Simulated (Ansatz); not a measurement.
This cell of HfO2 (fluorite) is off equilibrium:

```yaml
crystal:
  lattice:
    - [0.00000, 5.09813, 5.09813]
    - [2.54906, 0.00000, 2.54906]
    - [2.54906, 2.54906, 0.00000]
  atoms:
    - { symbol: Hf, position: [0.00000, 0.00100, 0.99935] }
    - { symbol: Hf, position: [0.50000, 0.99900, 0.00065] }
    - { symbol: O, position: [0.12500, 0.19314, 0.28672] }
    - { symbol: O, position: [0.62500, 0.30686, 0.21328] }
    - { symbol: O, position: [0.37500, 0.80686, 0.71328] }
    - { symbol: O, position: [0.87500, 0.69314, 0.78672] }
```

Calculation: PBE (plane waves to 420 eV, PAW, scalar-relativistic; Ansatz, an electronic-structure program). k mesh 11×11×11 (Γ-centred), Fermi-Dirac smearing 0.05 eV. Stress and pressure are positive under compression. HfO2 is run without spin polarisation. HfO2 was relaxed with its symmetry unable to fall. Spin-orbit coupling is left out, though Hf is heavy. The PAW data are Ansatz's earlier set. This is a high-temperature form of HfO2.

Task: Predict the force on every atom, in eV/Å.

Result: 
```tsv
atom	Fx	Fy	Fz
Hf1	-0.237	0.369	-0.387
Hf2	0.237	-0.369	0.387
O3	0.059	-0.830	0.743
O4	-0.845	0.881	-2.156
O5	-0.059	0.830	-0.743
O6	0.845	-0.881	2.156
```

Task: Give the stress tensor in GPa and the pressure.

Result: 
```
   2.33    -0.91     0.42
  -0.91     4.07    -0.86
   0.42    -0.86     7.85
```
The pressure, a third of the trace, is 4.75 GPa.

(For displaced atoms, the force is minus the slope of the energy, and its curvature is a force constant, which sets phonon frequencies.)
